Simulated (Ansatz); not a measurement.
## Levels at Γ against strain in RbLuS₂

```xyz
4
Lattice="1.9955 1.1521 7.6127 -1.9955 1.1521 7.6127 0.0000 -2.3042 7.6127" Properties=species:S:1:pos:R:3 pbc="T T T"
Rb    0.0000    0.0000    0.0000
Lu    0.0000    0.0000   11.4190
S     0.0000    0.0000    5.2596
S     0.0000    0.0000   17.5784
```

Atom numbers follow the list: Rb1, Lu2, S3, S4.

Structure: COD 4030790, as refined from experiment and not relaxed.

No spin–orbit coupling, which matters for the heavy atoms here.

Computed with DFT, PBEsol, all-electron LAPW, scalar-relativistic in Ansatz 0.2.0.

Numerical set-up: a Γ-centred 9×9×9 k mesh, Fermi–Dirac smearing of 0.01 eV, basis error target 1 meV/atom, no spin polarisation.

The strain is applied along the Cartesian axes of the cell as listed (the other components stay zero). Fractional coordinates are held (clamped ions).

Only quantities that a quadratic follows smoothly over the whole series are listed; rougher ones are left out.

| εzz | direct gap at Γ (eV) |
| --- | --- |
| -0.0200 | 3.284 |
| 0.0000 | 3.082 |
| 0.0100 | 2.980 |
| 0.0200 | 2.877 |

Question: Fit the series and give the slopes at zero strain.

Answer: Least-squares fits y = p0 + p1 x + p2 x² to the rows give direct gap at Γ (eV): p1 = -10.2, p2 = -3.9.

Question: One run, at εzz = -0.0100, is withheld. Predict its row.

Answer: The fits give 3.183; the run gave 3.184.
